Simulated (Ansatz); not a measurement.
Ta₂GeB₂:
```
CELL_PARAMETERS angstrom
      3.15659     0.00000     0.00000
     -1.57829     2.73369     0.00000
      0.00000     0.00000     6.99010
ATOMIC_POSITIONS crystal
  Ta 0.33333 0.66667 0.72112
  Ta 0.33333 0.66667 0.27888
  Ge 0.00000 0.00000 0.00000
  B  0.00000 0.00000 0.50000
  B  0.66667 0.33333 0.50000
```

Relaxed with PBEsol. Special points in fractions of this cell's reciprocal vectors: Γ (0.000, 0.000, 0.000); M (0.500, 0.000, 0.000); K (0.333, 0.333, 0.000); A (0.000, 0.000, 0.500); L (0.500, 0.000, 0.500); H (0.333, 0.333, 0.500).

Task: List the band energies nearest the Fermi level at these points for plane-wave PAW PBEsol (Ansatz code).

Result: In eV from the Fermi level; about four levels below and three above (degenerate sets whole), none deeper than 8.9 eV; points with the same levels are listed once.

| k | below | above |
|---|---|---|
| Γ | -0.93 -0.93 -0.28 -0.28 | 1.83 2.20 2.20 |
| M | -5.00 -4.06 -3.47 -2.22 | 0.68 1.43 2.54 |
| K | -3.69 -3.27 -2.89 -0.81 | 0.98 1.17 2.32 |
| A | -0.71 -0.71 -0.62 -0.62 | 1.13 1.70 1.70 |
| L | -3.79 -3.73 -2.31 -0.42 | 1.32 3.01 3.58 |
| H | -3.72 -3.70 -3.57 -1.47 | 1.66 3.10 3.29 |

Space group P-6m2. The start of the workflow was typed in or built on a structure type; neither database checked (COD, Materials Project) lists it. Its standing as an ambient phase is unchecked. Symmetry was held in the PBEsol relaxation; its stability against distortions is not shown here. The run is not spin-polarised. Scalar-relativistic: spin–orbit coupling is off unless named, which matters more the heavier the elements.

Potentials: the earlier of the program's two PAW sets. The files were generated under PBE; for other functionals the program regenerates the frozen cores, and for LDA and PBEsol the local potential too.
